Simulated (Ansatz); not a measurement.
B3HN3:
Space group Cmc2₁ (No. 36); a = 7.5401 Å, b = 4.3434 Å, c = 6.8260 Å, α = 90.00°, β = 90.00°, γ = 90.00°

```csv
atom,site,symmetry,x,y,z
B,4a,m..,0.0000,0.6924,0.0208
N,4a,m..,0.0000,0.6397,0.4676
B,8b,1,0.3309,0.3074,0.4817
N,8b,1,0.1685,0.1369,0.4873
H,4a,m..,0.0000,0.6393,0.2213
```
(The calculation used a cell of 14 atoms; values per cell refer to that cell.)

Relaxed at zero pressure with r²SCAN+D4 (plane waves, PAW; program Ansatz).

Q: The volume is raised by 3 % and shape and atoms relax at that volume. What pressure results, and how do the axes share the change?

A: -2.1 GPa; a 0.2 %, b 0.2 %, c 2.6 %; the energy rises by 2 meV/atom.

Q: Give the new structure.

A: 
Space group Cmc2₁ (No. 36); a = 7.5534 Å, b = 4.3521 Å, c = 7.0045 Å, α = 90.00°, β = 90.00°, γ = 90.00°

```tsv
atom	site	symmetry	x	y	z
B	4a	m..	0.0000	0.6921	0.0208
N	4a	m..	0.0000	0.6402	0.4687
B	8b	1	0.3311	0.3076	0.4821
N	8b	1	0.1685	0.1372	0.4881
H	4a	m..	0.0000	0.6391	0.2178
```

The phase is kept; no other phase was compared at this pressure.

Space group Cmc2_1. The start of the workflow was typed in or built on a structure type; neither database checked (COD, Materials Project) lists it. Its standing as an ambient phase is unchecked. Symmetry was held in the r²SCAN+D4 relaxation; its stability against distortions is not shown here. The volume moved by -19 % from the start of the relaxation.

Potentials: the earlier of the program's two PAW sets.
